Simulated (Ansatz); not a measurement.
LuAl₂Ge₂ in space group P-3m1 (No. 164; Al on 2d, Lu on 1a, Ge on 2d), r²SCAN in the plane-wave PAW code Ansatz, all energies at zero smearing, with the estimated change up to a 700 eV cutoff added, with one set of potentials and settings (totals compare only within such a set). Cell of 5 atoms (2 Al, 1 Lu, 2 Ge): -24432.412 eV.

```csv
element,reference phase,E (eV/atom)
Al,"Fm-3m, 1 atoms in the cell",-540.4083
Lu,"P6_3/mmc, 2 atoms in the cell",-14743.6978
Ge,"Fd-3m, 2 atoms in the cell",-4302.9041
```

Formation energy per atom, worked out: (-24432.412 − 2×(-540.4083) − 1×(-14743.6978) − 2×(-4302.9041))/5 = -0.418 eV/atom (-40 kJ per mol of atoms), at 0 K, without zero-point energy or fitted corrections.

The workflow started from an entry of the Crystallography Open Database (COD). Whether it is the stable phase at ambient conditions was not checked. The cell was relaxed with r²SCAN under the symmetry of its start; its stability against distortions is not shown here. The references are the lowest solids computed at this level, not always the standard phases. Spin–orbit coupling is left out wherever it is not named.

Potentials: the later of the program's two PAW sets.
